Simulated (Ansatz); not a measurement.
SrTiO3:
```cif
data_O3SrTi
_chemical_formula_sum 'Sr1 Ti1 O3'
_space_group_name_H-M_alt 'P 1'
_space_group_IT_number 1
_cell_length_a 3.93640
_cell_length_b 3.93640
_cell_length_c 3.93640
_cell_angle_alpha 90.000
_cell_angle_beta 90.000
_cell_angle_gamma 90.000
loop_
_space_group_symop_operation_xyz
  'x, y, z'
loop_
_atom_site_label
_atom_site_type_symbol
_atom_site_fract_x
_atom_site_fract_y
_atom_site_fract_z
_atom_site_occupancy
Sr1 Sr 0.50000 0.50000 0.50000 1
Ti1 Ti 0.00000 0.00000 0.00000 1
O1 O 0.50000 0.00000 0.00000 1
O2 O 0.00000 0.50000 0.00000 1
O3 O 0.00000 0.00000 0.50000 1
```

Relaxed with PBE.

**Question.** Give the optical modes at the zone centre with their infrared and Raman activity from DFPT, PBE (plane waves, PAW; program Ansatz).

**Answer.** Transverse frequencies, without the LO–TO term; a row sums one degenerate level.

```tsv
ω (cm⁻¹)	degeneracy	IR ((D/Å)²/amu)	Raman (Å⁴/amu)	activity	symmetry
141i	3	233.35	0	IR	T1u
144	3	0.43	0	IR	T1u
233	3	0.00	0	silent	T2u
509	3	32.15	0	IR	T1u
```

**Question.** How high does the top mode go among those that the LO–TO term moves?

**Answer.** 731 cm⁻¹ for q along x.

Space group Pm-3m (cubic perovskite). The PBE relaxation kept the symmetry of its start. At this level the phase is dynamically unstable (imaginary phonons). The run is not spin-polarised.

Potentials: the later of the program's two PAW sets.
